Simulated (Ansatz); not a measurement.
Relaxed candidate structures of SiRu₂:

A. Pnma (No. 62), oP12; a = 5.2349 Å, b = 3.9914 Å, c = 7.3872 Å, α = 90.00°, β = 90.00°, γ = 90.00°; Si 4c (0.198, 0.750, 0.401); Ru 4c (0.484, 0.250, 0.213); Ru 4c (0.168, 0.750, 0.064)

B. I4/mcm (No. 140), tI12; a = b = 5.670 Å, c = 4.835 Å, α = β = γ = 90.00°; Ru 8h (0.158, 0.342, 0.000); Si 4a (0.000, 0.000, 0.250)

Q: Rank these by energy per atom (lowest first), as PBEsol (plane waves to 420 eV, PAW, scalar-relativistic; Ansatz, a program for electronic structure) gives it.

A: A (reference, the lowest of the structures calculated here), B (+0.13 eV/atom)

Each run could gain symmetry but not lose that of its start, so entries can be saddle points. From databases, or of a type measured for this composition: Pnma, oP12; the others are generated cells (placed on structure types, drawn at random, substituted or restacked) that were not matched to a known phase here. Static energies at zero pressure. No spin polarisation in the result.
